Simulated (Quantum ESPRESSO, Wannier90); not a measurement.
# Wannier functions of TlCl (CsCl type)

Materials Project entry mp-23167; symmetrised, unrelaxed at this level. COD (Crystallography Open Database) has an entry of this formula and space group (matched by these alone). Method: LDA plane waves in Quantum ESPRESSO 7.5 (PseudoDojo norm-conserving files, 50 Ry, no spin polarisation, no spin-orbit coupling), Bloch states on a 8×8×8 mesh through Γ, Wannier90 4.0.1. Density: 8×8×8 mesh, cold smearing 0.01 Ry. Spin-orbit coupling is left out although heavy elements are present.

```
begin unit_cell_cart
ang
    3.8374700000    0.0000000000    0.0000000000
    0.0000000000    3.8374700000    0.0000000000
    0.0000000000    0.0000000000    3.8374700000
end unit_cell_cart
mp_grid = 8 8 8
```

Neighbour vectors b of the finite-difference formula (Å⁻¹), by shell:

```csv
shell,b_x,b_y,b_z
1,0.00000,0.00000,0.20467
1,0.00000,0.20467,0.00000
1,0.20467,0.00000,0.00000
1,0.00000,0.00000,-0.20467
1,0.00000,-0.20467,0.00000
1,-0.20467,0.00000,0.00000
```

Q: Find the weights w_b from the completeness condition Σ_b w_b b_α b_β = δ_αβ.

A: Shell 1: Σ b_x² = 0.084, Σ b_y² = 0.084, Σ b_z² = 0.084 Å⁻²
Each of the three diagonal sums, weighted, has to give 1 and the off-diagonal ones 0, which holds for w_1 = 11.9 Å². Check on xx: 11.94×0.084 = 1.00.

On this mesh the 5 functions of bands 1,7-10 (valence bands; start: SCDM (isolated), conv_tol = 1.0e-6) end with spreads 1.4846, 1.4846, 1.4846, 1.4931, 2.2636 Å², Ω_I = 7.3531 Å² and Ω_D = 0.0001 Å².

Ω_total is the sum of the spreads, 8.210 Å². Ω_OD = Ω_total − Ω_I − Ω_D = 0.857 Å². Only (Ω_D + Ω_OD)/Ω_total = 10.4 % depends on the gauge, and another start could lower the total by that share at most. The rms radius is √(Ω_total/5) = 1.28 Å.
